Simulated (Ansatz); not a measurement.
The start is a randomly generated symmetric cell of La2O3 (space group No. 194). The cell and all atomic positions are relaxed at zero pressure with PBE (plane waves to 420 eV, PAW, scalar-relativistic; Ansatz, an electronic-structure program). The first steps use a coarse 6×6×3 k-mesh.

Initial structure:
```
La2O3
1.0
    4.68623     0.00000     0.00000
   -2.34312     4.05840     0.00000
    0.00000     0.00000    10.13293
La O
4 6
Cartesian
  0.00000   0.00000   0.00000
  0.00000   0.00000   5.06646
  0.00000   2.70560   2.53323
  2.34312   1.35280   7.59970
  0.00000   0.00000   2.53323
  0.00000   0.00000   7.59970
  0.00000   2.70560   6.82001
  0.00000   2.70560   8.37938
  2.34312   1.35280   3.31292
  2.34312   1.35280   1.75355
```

Question: How large is the pressure on the unrelaxed cell, and of which sign?

Answer: -10.7 GPa (negative: the cell is under tension).

Question: How does the volume per atom move from start to end?

Answer: -15.6 %, from 19.27 to 16.26 Å³/atom.

Question: Is the relaxed structure metallic? Give its gap.

Answer: 3.50 eV, indirect (valence top at H, conduction bottom at Γ) (no spin-orbit coupling).

The space group stays P6₃/mmc (No. 194) (the run could not lower it), with 10 atoms in the primitive cell. Final values are on a 10×10×3 k-mesh of the relaxed cell. No spin polarisation in the result.

The run could not lose the symmetry of its start: the end is stationary, and may be a saddle point rather than a minimum.

The relaxed structure here is a generated cell of La2O3: the first start was made by a random draw of sites in a space group, and the end was not matched to a known phase here, so it may be hypothetical. Known forms of La2O3 include space group No. 164.
